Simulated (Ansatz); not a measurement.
# LaMn3 in the AuCu3-type structure

Computed with Ansatz (plane waves, PAW, 420 eV cutoff): PBE, scalar-relativistic, collinear spin, 8×8×8 k-mesh, Gaussian smearing of 0.05 eV. The datasets are Ansatz's generated set soft_2.

```
La Mn
1.0
     4.16474    0.00000    0.00000
     0.00000    4.16474    0.00000
     0.00000    0.00000    4.16474
La Mn
1 3
Direct
  0.00000 0.00000 0.00000
  0.00000 0.50000 0.50000
  0.50000 0.50000 0.00000
  0.50000 0.00000 0.50000
```

The structure was built from a prototype; whether the compound forms in it isn't claimed.

Magnetic state: ferromagnetic, site spin moments La -0.15; Mn 3.24 μB.

The cell is relaxed to zero pressure at this level.

The cell has space group Pm-3m (read at 0.01 Å). In it the stress is 0.04, 0.04, 0.04, 0.00, 0.00, 0.00 GPa and the largest force component 0.000 eV/Å. Each change below starts from this cell, without further relaxation. Stress is in GPa, positive in compression, in the order xx, yy, zz, yz, xz, xy; energies are counted from the cell above and are free energies with the smearing's entropy, which match forces and stress in a metal.

Question: What happens when atom 1 (La) is moved by 0.08 Å along z?

Answer: The energy changes by 20.9 meV per cell, and the force on it along the shift is -0.520 eV/Å (−F/u = 6.49 eV/Å²). Stress: 0.12, 0.12, 0.01, 0.00, 0.00, 0.00.
```
atom  Fx (eV/Å)     Fy      Fz
 La1      0.000  0.000  -0.520
 Mn2      0.000  0.000   0.262
 Mn3      0.000  0.000  -0.005
 Mn4      0.000  0.000   0.262
```
In a harmonic crystal the energy would rise by −½F·u = ½ × 6.49 × 0.08² eV = 20.8 meV, which matches.

Question: One atom was moved along a Cartesian axis, and these forces appeared. Which atom, and about how far?
```tsv
atom	Fx (eV/Å)	Fy	Fz
La1	0.000	0.000	0.263
Mn2	0.000	0.000	0.042
Mn3	0.000	0.000	0.078
Mn4	0.000	0.000	-0.383
```

Answer: Atom 4 (Mn) is moved by 0.08 Å along z; the energy changes by 15.4 meV per cell.

Question: A single strain component, atoms carried along, gave the stress 0.10, 0.06, 0.10, 0.00, -1.04, 0.00. Which component, and about how large?

Answer: An engineering strain of 2 % in xz; the energy changes by 4.7 meV per cell.

Question: A single strain component, atoms carried along, gave the stress 0.07, 0.17, 0.17, -1.56, 0.00, 0.00. Which component, and about how large?

Answer: An engineering strain of 3 % in yz; the energy changes by 10.5 meV per cell.

Question: All atoms and the cell are disturbed at random:
```
CELL_PARAMETERS angstrom
4.16805 0.02241 -0.02061
0.02241 4.08265 0.00775
-0.02061 0.00775 4.16750
ATOMIC_POSITIONS crystal
La 0.01061 0.99344 0.99503
Mn 0.99901 0.51983 0.49623
Mn 0.49767 0.49174 0.99751
Mn 0.49270 0.99498 0.51122
```
Give the energy change, the stress and the forces.

Answer: 65.1 meV per cell; stress 1.15, 2.15, 1.09, -0.22, 0.47, -0.61 GPa.
```tsv
atom	Fx (eV/Å)	Fy	Fz
La1	-0.430	0.347	0.234
Mn2	-0.029	-0.546	0.015
Mn3	0.180	0.088	0.066
Mn4	0.279	0.112	-0.316
```

Question: All atoms and the cell are disturbed at random:
```
CELL_PARAMETERS angstrom
4.12557 -0.00741 -0.00521
-0.00741 4.12030 -0.02342
-0.00521 -0.02342 4.16506
ATOMIC_POSITIONS crystal
La 0.00572 0.00052 0.00590
Mn 0.00631 0.50552 0.49302
Mn 0.48911 0.49144 0.00151
Mn 0.49886 0.00253 0.49957
```
Give the energy change, the stress and the forces.

Answer: 33.5 meV per cell; stress 1.61, 1.66, 1.20, 0.63, 0.11, 0.26 GPa. Spin moments: La -0.13; Mn 3.20, 3.16, 3.21 μB.
```tsv
atom	Fx (eV/Å)	Fy	Fz
La1	-0.337	-0.067	-0.274
Mn2	-0.116	-0.106	0.230
Mn3	0.333	0.206	-0.041
Mn4	0.121	-0.032	0.086
```

These numbers lack spin–orbit coupling. The run wasn't fully tested for a lower electronic state. Site moments are of spin, integrated over atomic spheres. The moments were started parallel, and the real magnetic order may be another.
